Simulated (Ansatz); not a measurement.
Starting structure of a cell relaxation (symmetry kept):

Space group R-3m:H (No. 166). a = 3.762 Å, b = 3.762 Å, c = 10.542 Å, α = 90.00°, β = 90.00°, γ = 120.00°
| atom | site | symmetry | x | y | z |
| --- | --- | --- | --- | --- | --- |
| As | 6c | 3m | 0.6667 | 0.3333 | 0.1073 |

Theory: DFT PBEsol, scalar-relativistic, plane waves, PAW (Ansatz).

Settings: cutoff 420 eV, Γ-centred mesh 12×12×12 on the computed 2-atom cell, Gaussian smearing of 0.10 eV; no spin polarisation.

**Question.** What does it relax to?

**Answer.** The volume decreases by 0.69 Å³/atom to 20.84 Å³/atom, and the energy falls by 9.5 meV/atom. Final structure:
```cif
data_structure
_symmetry_space_group_name_H-M 'R-3m:H'
_symmetry_Int_Tables_number 166
_cell_length_a 3.7828
_cell_length_b 3.7828
_cell_length_c 10.0896
_cell_angle_alpha 90.000
_cell_angle_beta 90.000
_cell_angle_gamma 120.000
_cell_volume 125.04
loop_
_atom_site_label
_atom_site_type_symbol
_atom_site_symmetry_multiplicity
_atom_site_Wyckoff_symbol
_atom_site_fract_x
_atom_site_fract_y
_atom_site_fract_z
_atom_site_occupancy
As1 As 6 c 0.00000 0.00000 0.76981 1
```

Cost: 1 run of about 2 core-minutes, on Intel Xeon Processor @ 2.50GHz (Skylake/Cascade Lake) (shared hosts).